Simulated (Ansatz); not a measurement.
VPt:
```yaml
crystal:
  lattice:
    - [2.66990, 0.00000, 0.00000]
    - [0.00000, 2.66990, 0.00000]
    - [0.00000, 0.00000, 3.86537]
  atoms:
    - { symbol: Pt, position: [0.00000, 0.00000, 0.00000] }
    - { symbol: V, position: [0.50000, 0.50000, 0.50000] }
```

Relaxed with PBEsol. Special points in fractions of this cell's reciprocal vectors: Γ (0.000, 0.000, 0.000); X (0.000, 0.500, 0.000); M (0.500, 0.500, 0.000); Z (0.000, 0.000, 0.500); R (0.000, 0.500, 0.500); A (0.500, 0.500, 0.500).

Question: List the band energies nearest the Fermi level at these points for the program Ansatz at the PBEsol level (PAW).

Answer: In eV from the Fermi level; about four levels below and three above (degenerate sets whole), none deeper than 8.9 eV; points with the same levels are listed once.

```
k                          below                above
-  -----------------------------  -------------------
Γ        -3.05 -3.05 -1.28 -1.25  0.09 1.89 2.24 2.24
X        -3.19 -2.11 -1.85 -1.33       0.67 1.29 2.15
M        -7.39 -6.04 -6.04 -5.73  0.38 0.91 2.03 2.03
Z  -2.53 -2.53 -1.85 -1.17 -0.26       0.90 0.90 2.14
R        -2.81 -0.87 -0.60 -0.01       0.73 1.74 2.05
A        -2.94 -2.51 -1.82 -1.82       0.39 0.90 3.15
```

Space group P4/mmm (L1₀ or tetragonal B2). The workflow started from an entry of the Crystallography Open Database (COD). Its standing as an ambient phase is unchecked. Symmetry was held in the PBEsol relaxation; of distortions, only those at the zone centre were tested. The workflow began spin-polarised and lost its moments. Scalar-relativistic: spin–orbit coupling is off unless named, which matters more the heavier the elements.

Potentials: the later of the program's two PAW sets.
